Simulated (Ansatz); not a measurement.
# Cs: stiffness from a series of strains

```yaml
crystal:
  lattice:
    - [-3.02250, 3.02250, 3.02250]
    - [3.02250, -3.02250, 3.02250]
    - [3.02250, 3.02250, -3.02250]
  atoms:
    - { symbol: Cs, position: [0.00000, 0.00000, 0.00000] }
```

Structure: COD 9011010, as refined from experiment and not relaxed.

No spin–orbit coupling, which matters for the heavy atoms here.

Method: DFT, LDA, all-electron LAPW, scalar-relativistic (Ansatz 0.2.0).

Settings: a Γ-centred 9×9×9 k mesh, Fermi–Dirac smearing of 0.05 eV, basis error target 1 meV/atom, no spin polarisation.

The strain is applied along the Cartesian axes of the cell as listed (the other components stay zero). Fractional coordinates are held (clamped ions).

σ is the change of stress from the unstrained cell, which is at -0.28 GPa; tension is positive, so slopes are stress–strain coefficients at that pressure. In a metal the k mesh adds noise.

Only quantities that a quadratic follows smoothly over the whole series are listed; rougher ones are left out.

| εxx = εyy | σzz (GPa) | σxx (GPa) |
| --- | --- | --- |
| -0.0200 | -0.07 | -0.07 |
| 0.0000 | 0.00 | 0.00 |
| 0.0100 | 0.03 | 0.03 |
| 0.0200 | 0.06 | 0.05 |

Problem. Fit the series and read off the stiffness at zero strain.

Solution. Least-squares fits y = p0 + p1 x + p2 x² to the rows give σzz (GPa): p1 = 3.24, p2 = -11; σxx (GPa): p1 = 3.02, p2 = -27. So 2 C12 = 3 GPa and C11 + C12 = 3 GPa.

Problem. One run, at εxx = εyy = -0.0100, is withheld. Predict its row.

Solution. The fits give -0.03, -0.03; the run gave -0.03, -0.03.
